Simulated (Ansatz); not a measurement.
A geometry of CdAu away from equilibrium: the start of the relaxation of a relaxed CdAu cell shaken by Gaussian noise of σ = 0.08 Å a coordinate. Calculation: PBE (plane waves to 420 eV, PAW, scalar-relativistic; Ansatz, a quantum-chemistry and plane-wave program). Γ-centred k-mesh 5×9×5 on the run's cell (coarser than for final values), Fermi–Dirac smearing 0.05 eV.

```xyz
8
Lattice="6.4337 0.0000 0.0000 0.0000 3.4613 0.0000 0.0000 0.0000 7.6420" Properties=species:S:1:pos:R:3 pbc="T T T"
Cd     0.2555     0.9436     1.5019
Cd     3.3744     0.9566     2.4482
Cd     6.4686     2.5639     6.1831
Cd     2.9504     2.5267     5.1738
Au     1.0981     0.8606     4.2151
Au     4.3365     0.8249     7.2407
Au     5.3259     2.6838     3.4698
Au     2.0720     2.5104     0.4290
```

Give the Cartesian forces on all atoms (eV/Å).


| atom | Fx | Fy | Fz |
|---|---|---|---|
| Cd1 | -0.91 | -0.44 | 0.01 |
| Cd2 | 0.06 | -0.15 | -0.23 |
| Cd3 | -0.85 | 0.05 | 0.42 |
| Cd4 | 1.06 | 0.24 | 0.56 |
| Au5 | -0.52 | -0.16 | -0.38 |
| Au6 | -0.01 | -0.05 | -0.07 |
| Au7 | 0.11 | -0.04 | 0.01 |
| Au8 | 1.05 | 0.55 | -0.32 |

What is the pressure?

+1.3 GPa, compression positive.

How much energy per atom can still be gained by relaxing?

0.04 eV/atom; the path ends in Pnma (No. 62) (AFLOW prototype AB_oP8_62_c_c (B31, as in MnP)).

No spin polarisation in the result.

The end of the path is a generated cell of CdAu: the first start was made by placing the elements on the sites of a structure type, and the end was not matched to a known phase here, so it may be hypothetical.
